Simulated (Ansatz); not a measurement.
**One structure, 3 elements: BN, AlN, GaN**

Plane-wave DFT in Ansatz with scalar-relativistic PAW potentials, cutoff 420 eV, Γ-centred meshes chosen by cell and gap, Gaussian smearing with energies taken to zero width. Every cell was relaxed (cell and atoms) in a run of its own, within the symmetry of its start. Functional: PBE+D3(BJ).

All members share space group F-43m and the same sites; only the element on one set of sites changes (B, Al, Ga). Members needn't be the stable form of their composition. Energies over the elements, where given, are against the elements' standard states in the same functional (H₂, N₂, O₂ and halogens uncorrected, Hg as a solid). The first member:

Space group F-43m (No. 216). a = 3.607 Å, b = 3.607 Å, c = 3.607 Å, α = 90.00°, β = 90.00°, γ = 90.00°
```tsv
atom	site	symmetry	x	y	z
B	4a	-43m	0.0000	0.0000	0.0000
N	4c	-43m	0.2500	0.2500	0.2500
```

```csv
compound,V (Å³/atom),a (Å),gap on mesh (eV)
BN,5.86,3.607,4.48
GaN,11.53,4.518,1.67
```

Question: Predict the member with Al.

Answer: V (Å³/atom) 10.45, a (Å) 4.372, gap on mesh (eV) 3.32. Interpolating linearly in period between B and Ga would give 8.70 Å³/atom (16.8 % too small) and a gap of 3.07 eV. Over the whole series the volume grows at each step down the group; the gap narrows.